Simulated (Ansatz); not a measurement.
This guess for SnPbO2 is about to be relaxed.

```
Sn Pb O
1.0
     3.88624    0.00000    0.00000
     0.00000    3.88624    0.00000
     0.00000    0.00000    5.11085
Sn Pb O
1 1 2
Direct
  0.50000 0.50000 0.22597
  0.00000 0.00000 0.77403
  0.50000 0.00000 0.00000
  0.00000 0.50000 0.00000
```

These are results of Ansatz, DFT PBE, scalar-relativistic, plane waves, PAW, not measurements. Cutoff 420 eV, Gaussian smearing, Γ-centred meshes. Cell and atoms relax first on a coarse mesh and then on a converged one. In between, the cell is made exact in the group found at 0.06 Å. The steps can't lower the symmetry of their start. No spin polarisation.

A guess keeps its type if space group and coordination stay and the shape of the cell changes little (axis ratios within about 15 %, angles within 6°); the volume may change.

Question: Does this structure survive the relaxation?

Answer: It keeps its type. The symmetry stays P4mm (No. 99). The volume per atom grows by 5.5 %, from 19.3 to 20.4 Å³. The shortest distance goes from 2.26 Å (Pb–O and Sn–O) to 2.24 Å (Sn–O). The ratio c/a of the conventional cell changes by a factor of 1.01. Counting neighbours within 15 % of an atom's shortest distance, the start has O 4, Pb 4, Sn 4 and the end O 4, Pb 4, Sn 4.

The last run used an 8×8×6 mesh (in the run's order of axes) for its 4-atom cell and Gaussian smearing of 0.02 eV. No dispersion correction is applied, so the spacing and binding between layers, chains or molecules are poorly described. Spin–orbit coupling, which can matter for Pb, is left out. A later test with randomly moved atoms came back to the same energy, though modes that don't fit the test's cell weren't probed.
